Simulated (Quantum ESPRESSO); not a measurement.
Field gradients of KTaO₃ from PBE PAW (JTH datasets; density from pw.x of a modified build of Quantum ESPRESSO, gradients reconstructed from it by a script). The input of pw.x:

```
&CONTROL
  calculation = 'scf'
  prefix = 'x'
  pseudo_dir = './pseudo'
  outdir = './out'
  tprnfor = .true.
/
&SYSTEM
  ibrav = 0
  nat = 5
  ntyp = 3
  ecutwfc = 45
  ecutrho = 180
  occupations = 'fixed'
  nbnd = 24
/
&ELECTRONS
  conv_thr = 1e-11
/
ATOMIC_SPECIES
K 39.098 K.GGA_PBE-JTH.UPF
O 15.999 O.GGA_PBE-JTH.UPF
Ta 180.948 Ta.GGA_PBE-JTH.UPF
CELL_PARAMETERS angstrom
    3.988300000000     0.000000000000     0.000000000000
    0.000000000000     3.988300000000     0.000000000000
    0.000000000000     0.000000000000     3.988300000000
ATOMIC_POSITIONS crystal
K      0.500000000000     0.500000000000     0.500000000000
O      0.500000000000     0.000000000000     0.000000000000
O      0.000000000000     0.500000000000     0.000000000000
O      0.000000000000     0.000000000000     0.500000000000
Ta     0.000000000000     0.000000000000     0.000000000000
K_POINTS automatic
6 6 6 0 0 0
```
The cell was made here from an entry of the Crystallography Open Database (unchecked): atoms relaxed with PBE in the measured cell (PBE without dispersion, pw.x of Quantum ESPRESSO, symmetry kept).  Stability against distortions was not tested. The run has no spin polarisation.

Vzz is the sum of three terms, each taken along its main axis: the smooth valence density, the ions (nucleus and frozen core) with the augmentation charges of all other spheres, and the all-electron minus smooth density in the atom's own sphere. The split hangs on the datasets.  Cores are frozen. Against all-electron runs on small test molecules, this scheme's |Vzz| missed by −2 to +6 % on O.

| site | smooth valence density | ions and other spheres | own sphere | Vzz (a.u.) |
|---|---|---|---|---|
| O (atoms 2, 3, 4) | -0.390 | 0.459 | ? | ? |

Task: Complete the blanks.

Result: 
- O (atoms 2, 3, 4), own sphere: 0.144
- O (atoms 2, 3, 4), Vzz (a.u.): 0.212
